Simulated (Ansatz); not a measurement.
## Ga3Sb: computed properties

Level of theory: DFT PBE+D3(BJ), scalar-relativistic, plane waves, PAW in Ansatz 0.2.0.

Plane waves to 420 eV, a k mesh through Γ of 14×14×14 on the computed 4-atom cell and Gaussian smearing (0.10 eV); no spin polarisation.

The structure is relaxed at this level of theory with its symmetry kept. Whether it is the stable form of this composition wasn't checked.

Space group I4/mmm (No. 139). a = 4.493 Å, b = 4.493 Å, c = 8.270 Å, α = 90.00°, β = 90.00°, γ = 90.00°
```tsv
atom	site	symmetry	x	y	z
Ga	4d	-4m2	0.0000	0.5000	0.2500
Ga	2b	4/mmm	0.5000	0.5000	0.0000
Sb	2a	4/mmm	0.0000	0.0000	0.0000
```

| Property | Result |
| --- | --- |
| Space group | I4/mmm (No. 139) |
| Volume per atom | 20.87 Å³ |
| Kohn–Sham band gap | none (metal) |
| Density of states at the Fermi level | 1.69 states/eV per cell |
| Löwdin character within 0.5 eV of the Fermi level | Ga 4p 52 %, Sb 5p 21 %, Ga 4s 20 % |
| Bader charges (e) | Ga (2 in the cell) 0.08, Ga (1 in the cell) 0.07, Sb (1 in the cell) -0.22 |

Spin-orbit coupling is left out, which matters for the bands of heavy elements.